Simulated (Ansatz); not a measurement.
A relaxed cell of Pb (P6₃/mmc (No. 194)), relaxed on a k-mesh at least as fine as the one used below. Level of theory: r2SCAN (plane waves to 500 eV, PAW, scalar-relativistic; Ansatz, a program for electronic structure). Γ-centred k-mesh 6×11×6 on the run's cell (coarser than for final values), Fermi–Dirac smearing 0.05 eV.

```yaml
crystal:
  lattice:
    - [7.02720, 0.00000, 0.00000]
    - [-1.75680, 3.04287, 0.00000]
    - [0.00000, 0.00000, 5.80160]
  atoms:
    - { symbol: Pb, position: [0.16667, 0.66667, 0.25000] }
    - { symbol: Pb, position: [0.66667, 0.66667, 0.25000] }
    - { symbol: Pb, position: [0.33333, 0.33333, 0.75000] }
    - { symbol: Pb, position: [0.83333, 0.33333, 0.75000] }
```

The atoms are displaced by (Å):

```csv
atom,ux,uy,uz
Pb1,-0.166,0.020,0.074
Pb2,-0.084,-0.048,0.037
Pb3,0.071,-0.074,0.019
Pb4,0.127,-0.059,0.136
```

Task: What forces (eV/Å) and pressure result?

Result: 
```
atom     Fx     Fy     Fz
----  -----  -----  -----
Pb1    0.10   0.01   0.00
Pb2   -0.04  -0.01   0.07
Pb3    0.05   0.03   0.08
Pb4   -0.10  -0.03  -0.15
```

Pressure -0.1 GPa.

No spin polarisation in the result.

The run that gave the undisplaced cell could not lose the symmetry of its start; a randomly shaken copy of 4 atoms returns to this structure.

The relaxed structure has the type that Pb is known to take under pressure; here it was relaxed at zero pressure, from a generated start.
